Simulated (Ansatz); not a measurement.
Relaxed-ion elastic tensor of HfPt₃ in space group P6_3/mmc (No. 194; Hf on 2a, Hf on 2c, Pt on 6g, Pt on 6h) in GPa (Voigt order), plane-wave PAW PBEsol (Ansatz code); density 20.02 g/cm³, 15.83 Å³ per atom.

```
426  180  165  0.0  0.0  0.0
180  426  165  0.0  0.0  0.0
165  165  442  0.0  0.0  0.0
0.0  0.0  0.0  103  0.0  0.0
0.0  0.0  0.0  0.0  103  0.0
0.0  0.0  0.0  0.0  0.0  123
```

### Question
Is the crystal mechanically stable?

### Answer
Yes: the smallest eigenvalue of C is 103 GPa.

### Question
Work out the Voigt, Reuss and Hill averages.

### Answer
K_V = 257, K_R = 257, K_H = 257; G_V = 118, G_R = 116, G_H = 117 GPa.

### Question
Give Young's modulus, Poisson's ratio, Pugh's ratio and the universal anisotropy index.

### Answer
E = 9KG/(3K + G) = 305 GPa; ν = 0.30; K/G = 2.19 (ductile by the Pugh limit of 1.75); A_U = 5G_V/G_R + K_V/K_R − 6 = 0.07.

### Question
Estimate the sound speeds and the Debye temperature.

### Answer
v_l = √((K + 4G/3)/ρ) = 4540 m/s, v_t = √(G/ρ) = 2420 m/s, mean 2700 m/s; Θ = (h/k)(3n/4πV)^(1/3) v_m = 320 K.

### Question
Solve the Christoffel equation for the three sound speeds along x, y, z.

### Answer
Eigenvalues of C_ijkl n_j n_l equal ρv². In km/s, slowest first: x 2.26, 2.48, 4.61; y 2.26, 2.48, 4.61; z 2.26, 2.26, 4.70.

### Question
How much does each axis shrink under pressure?

### Answer
Linear compressibilities β_i = Σ_j S_ij (j = 1 to 3): x 1.3, y 1.3, z 1.3 per TPa.

The workflow started from a Materials Project entry (that database holds measured and hypothetical structures alike); the Crystallography Open Database files this formula in space group No. 194, but the cells were not matched. Its standing as an ambient phase is unchecked. The PBEsol relaxation kept the symmetry of its start; its stability against distortions is not shown here. No spin polarisation was allowed. As this level gives no gap, shear constants depend on the k-mesh and smearing (Fermi–Dirac, 0.1 eV here). Scalar-relativistic: spin–orbit coupling is off unless named, which matters more the heavier the elements.

Potentials: the later of the program's two PAW sets.
